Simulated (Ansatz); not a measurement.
Ca:
```xyz
1
Lattice="0.0000 2.6683 2.6683 2.6683 0.0000 2.6683 2.6683 2.6683 0.0000" Properties=species:S:1:pos:R:3 pbc="T T T"
Ca     0.0000     0.0000     0.0000
```

Relaxed with LDA. Special points in fractions of this cell's reciprocal vectors: Γ (0.000, 0.000, 0.000); X (0.500, 0.000, 0.500); U (0.625, 0.250, 0.625); K (0.375, 0.375, 0.750); L (0.500, 0.500, 0.500); W (0.500, 0.250, 0.750).

Question: List the band energies nearest the Fermi level at these points for LDA (plane waves, PAW; program Ansatz).

Answer: In eV from the Fermi level; about four levels below and three above (degenerate sets whole), none deeper than 8.9 eV; points with the same levels are listed once.

```
k        below                above
-  -----------  -------------------
Γ        -4.22       2.34 2.34 2.34
X        -0.61       0.42 1.19 4.31
U        -0.06       0.33 0.93 3.40
L  -1.10 -0.02  2.21 2.21 4.32 4.32
W            –       0.10 0.70 0.70
```

Space group Fm-3m (fcc (Cu type)). Symmetry was held in the LDA relaxation.

Potentials: the later of the program's two PAW sets.
